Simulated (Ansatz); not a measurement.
Ansatz input

```yaml
crystal:
  lattice:
    - [2.6913984937, 0.0, 0.0]
    - [-1.3456992469, 2.3308194673, 0.0]
    - [0.0, 0.0, 8.6360958842]
  atoms:
    - { symbol: Ru, position: [1.0, 1.0, 1.0], spin: 1.0 }
    - { symbol: Ru, position: [1.0, 1.0, 0.5], spin: 1.0 }
    - { symbol: Ru, position: [0.3333333333, 0.6666666667, 0.25], spin: 1.0 }
    - { symbol: Ru, position: [0.6666666667, 0.3333333333, 0.75], spin: 1.0 }
hamiltonian:
  xc: mr2scan
  pseudopotentials:
    kind: paw
    azcp:
      Ru: "pseudopotentials/Ru.paw.azcp"
basis:
  ecutwfc: 500
  fft_grid_basis: typed
kpoints:
  mp_grid: { grid: [18, 18, 5], shift: [0, 0, 0] }
magnetization:
  spin_polarized: true
scf:
  occupations: { method: fermi_dirac, width: 0.05 }
```

Terminal output

```
Engine: ansatz 0.2.0, aarch64-unknown-linux-gnu
Pseudopotentials: kind: paw
Pseudopotential: Ru, paw, valence charge 16, recommended cutoff 500 eV (meta_gga) 
Functional definition: m-r2SCAN
  exchange = m_r2scan_x
  correlation = m_r2scan_c
Crystal: 4 atoms, lattice volume = 54.176 Å³
Basis set: ecut = 500 eV, 1375 PW (Γ), exchange–correlation on 80×80×256 points (64 copies of the dense FFT grid, shifted against one another)
Bands: 41, of which v1, the nominal top of the filled ones, is band 32 counted from 1 (31 counted from 0)
Symmetry: 24 space group operations
Space group: P63/mmc (ITA 194), of the structure as read, at distance tolerance 3.8e-5 Å
Magnetic group: BNS 194.263 (UNI 1493), of the structure as read, at distance tolerance 3.8e-5 Å
k-points: 111 of 1620
Non-local potential: Ru, projectors of the file, l = 0: 3, l = 1: 2, l = 2: 2, l = 3: 1
PAW form: soft (Blöchl's): semilocal exchange-correlation on the pseudo side does not see the compensation charge
PAW frozen core: Ru, regenerated for the run's functional (the file was generated under x = pbe(κ = 0.804, μ = 0.2195149727645171), c = pbe(β = 0.06672455060314922))
PAW one-centre angular grid: Ru, 590 points (default); XC on 160 Gauss nodes
Initial density: superposition of atomic densities (chi_scale 0.1, normalization cell)
Starting moments: Σ|m| = 4 μB on 4 of 4 sites
Initial wavefunctions: pseudopotential atomic-orbital guess
Functional: x = mr2scan, c = mr2scan; τ floored in thin density (d = 2e-4 eV/Å³)
SCF iter   1: F=—  HF=-23565.369239 eV  |F-HF|=—  |Δ(HF+E_count)|=         —  Δρ=7.49e-2 (↑7.49e-2 ↓4.47e-2)  dr2=6.79e0  dr2_τ=8.29e-2  dr2_m=2.91e-1  M=2.143 μB ∫|m|=2.143 μB  β_m=0.65  ethr=3.10e-3  ⟨swp⟩=6.1  Hψ=31438  notcnv=0  defer=2
Mixer restart at iter 1: flushing history
spin=Collinear: Kerker preconditioning applied to the charge; magnetization (m = ρ↑ − ρ↓) channel mixes plain (no charge-response kernel on spin).
SCF iter   2: F=—  HF=-23562.759538 eV  |F-HF|=—  |Δ(HF+E_count)|=    2.61e0  Δρ=4.50e-2 (↑4.50e-2 ↓3.15e-2)  dr2=2.89e0  dr2_τ=2.80e-2  dr2_m=6.62e-2  M=1.855 μB ∫|m|=1.857 μB  β_m=0.70  ethr=3.10e-3  ⟨swp⟩=2.6  Hψ=16711  notcnv=0  defer=274  κ⁻¹=1.0e0(r=1)
SCF iter   3: F=—  HF=-23562.139294 eV  |F-HF|=—  |Δ(HF+E_count)|=   6.20e-1  Δρ=1.28e-2 (↑1.28e-2 ↓1.01e-2)  dr2=1.87e-1  dr2_τ=3.14e-3  dr2_m=4.72e-3  M=1.171 μB ∫|m|=1.189 μB  β_m=1.00  ethr=3.10e-3  ⟨swp⟩=2.3  Hψ=15997  notcnv=0  defer=274  κ⁻¹=4.8e-2(r=2)
SCF iter   4: F=—  HF=-23562.779813 eV  |F-HF|=—  |Δ(HF+E_count)|=         —  Δρ=2.25e-2 (↑2.17e-2 ↓2.25e-2)  dr2=3.45e-2  dr2_τ=2.53e-2  dr2_m=2.21e-1  M=-0.226 μB ∫|m|=0.226 μB  β_m=1.00  ethr=2.93e-4  ⟨swp⟩=2.2  Hψ=15588  notcnv=0  defer=265
Mixer restart at iter 4: flushing history
SCF iter   5: F=—  HF=-23562.487011 eV  |F-HF|=—  |Δ(HF+E_count)|=   2.93e-1  Δρ=3.62e-3 (↑3.35e-3 ↓3.62e-3)  dr2=3.18e-3  dr2_τ=6.08e-4  dr2_m=4.53e-3  M=-0.026 μB ∫|m|=0.026 μB  β_m=0.34  ethr=7.81e-5  ⟨swp⟩=2.1  Hψ=16291  notcnv=0  defer=251
...
SCF iter  15: F=—  HF=-23562.490078 eV  |F-HF|=—  |Δ(HF+E_count)|=   1.15e-8  Δρ=1.06e-6 (↑1.06e-6 ↓1.03e-6)  dr2=1.97e-9  dr2_τ=2.91e-11  dr2_m=5.88e-11  M=-0.000 μB ∫|m|=0.000 μB  β_m=0.30  ethr=2.66e-11  ⟨swp⟩=2.1  Hψ=13117  notcnv=0  defer=235  κ⁻¹=4.5e-7(r=8)
SCF iter  16: F=—  HF=-23562.490078 eV  |F-HF|=—  |Δ(HF+E_count)|=   1.26e-9  Δρ=1.67e-6 (↑1.67e-6 ↓9.25e-7)  dr2=1.33e-9  dr2_τ=7.59e-11  dr2_m=4.88e-10  M=0.000 μB ∫|m|=0.000 μB  β_m=0.30  ethr=3.08e-12  ⟨swp⟩=1.3  Hψ=19231  notcnv=0  κ⁻¹=5.8e-7(r=8)
SCF iter  17: F=—  HF=-23562.490078 eV  |F-HF|=—  |Δ(HF+E_count)|=  8.59e-10  Δρ=7.70e-7 (↑7.70e-7 ↓5.17e-7)  dr2=3.15e-10  dr2_τ=1.31e-11  dr2_m=1.27e-10  M=0.000 μB ∫|m|=0.000 μB  β_m=0.32  ethr=2.08e-12  ⟨swp⟩=2.0  Hψ=16872  notcnv=0  κ⁻¹=6.0e-6(r=8)
SCF iter  18: F=-23562.490078 eV  HF=-23562.490078 eV  |F-HF|=2.55e-11  |Δ(HF+E_count)|=  1.16e-10  Δρ=2.63e-7 (↑2.52e-7 ↓2.63e-7)  dr2=6.95e-11  dr2_τ=2.33e-12  dr2_m=1.19e-11  M=-0.000 μB ∫|m|=0.000 μB  ethr=1.00e-12  ⟨swp⟩=2.0  Hψ=17131  notcnv=0
SCF 1 converged in 18 iterations: F = -23562.490078 eV  dr2 = 6.95e-11
WARN: the starting moments were not kept: the SCF closed with an absolute magnetisation of 7.5e-6 μB, where they sum to 4 μB in size (4 sites). That is at most 0.1 of that sum. Measured as dr2_m measures the in/out step, that magnetisation stands 4.4e-12 eV from none, at or under the dr2_threshold of 1.0e-7 eV: it is no larger than a step whose dr2_m would equal this threshold. The system may hold no moment; this SCF shows only that its start led to no more than that. To try another start: raise the starting moments (crystal.atoms[].spin, magnetization.per_species, magnetization.initial_magnetization, or on a non-collinear deck that types none of these the spinor_matrix: blocks that start its atoms; where the total moment is fixed, keep their sum and leave initial_magnetization as it is; typed ones take the place of any that the run laid by itself, positive ones on a crystal's lanthanoids without a Hubbard term where scf.initial_density.shell_occupations: [] is typed) or, if the notice of its spin-set hold's release reads "site moments contracting" or "site moments show no strong build", lengthen the hold (scf.mixing.spin_hold: { on: { confirm: 4 } }; for m-r²SCAN on two components see the key's manual first). Each may lead to a state that holds a moment. A second SCF, from the converged charge density, with the starting moments and any scf.initial_density.shell_occupations laid on it anew, would have followed, and was not run: the deck does not ask for one (magnetization.retry_lost_moments is false, the default). To let it run, set magnetization.retry_lost_moments: true and run the deck again, where that key's refused combinations let it; where memory then withholds it, that run's warning says so.
this state was not tested for a lower state beside it, because the mixer in use, unlike msr1, does not test its closes by its own steps (another_mixer; see scf.mixing.algorithm and scf.lower_state_search)
SCF converged after 18 iterations
Magnetization: -0.0000 μB (32.0000 up, 32.0000 down)
Absolute magnetization: 0.0000 μB (∫|ρ↑−ρ↓|, with the PAW one-centre terms)
Spin contamination: 0.0000 ħ² per cell (⟨S²⟩ above its minimum at these occupations)
Per-site moments (μB) at R_I (Å): [(-9.423733241744551e-7, 1.097275312495204), (-9.423733241752117e-7, 1.097275312495204), (1.1656581012872548e-6, 1.097275312495204), (1.1656581012928996e-6, 1.097275312495204)]
Free energy (F): -23562.490078 eV
Harris-Foulkes:  -23562.490078 eV  (|F-HF|=2.55e-11)
Internal energy: -23562.459224 eV  (E = F + TS)
E sigma→0 (E₀):  -23562.474651 eV
Entropy (-TS):   -0.030854 eV (-7.714 meV/atom)
Fermi energy:    23.414235 eV
--- Per-component energies (eV) ---
  E_band       = -271.013770
  E_kinetic    = 2057.198329
  E_local      = -5015.903431  (includes V_loc(G=0)·N_el)
  E_nonlocal   = 1371.824049
  E_hartree    = 1611.111840
  E_xc         = -737.048506
  E_vxc        = -1067.829686  (∫ρ·V_xc dr)
  E_paw        = -13915.660846  (= ΣΔE_a)
  E_vpaw       = -913.692108  (= ΣTr[D̂ρ^β])
  E_aug_tail   = 0.000414  (compensation charges beyond the density's cutoff)
  E_vtau       = 75.165042  (kinetic-family band-sum trace: ∫τ·v_τ [+ j·A + Jᵃ·Aᵃ] dr)
  E_ewald      = -8932.737251
  E_core_change = -1.243822  (= ΣΔE_core)
  E_smearing   = -0.030854  (= −TS)
  E_closure    = 0.000000  (closes the sum)
  Σ components = -23562.490078   (vs F -23562.490078, Δ=0.00e0)
```
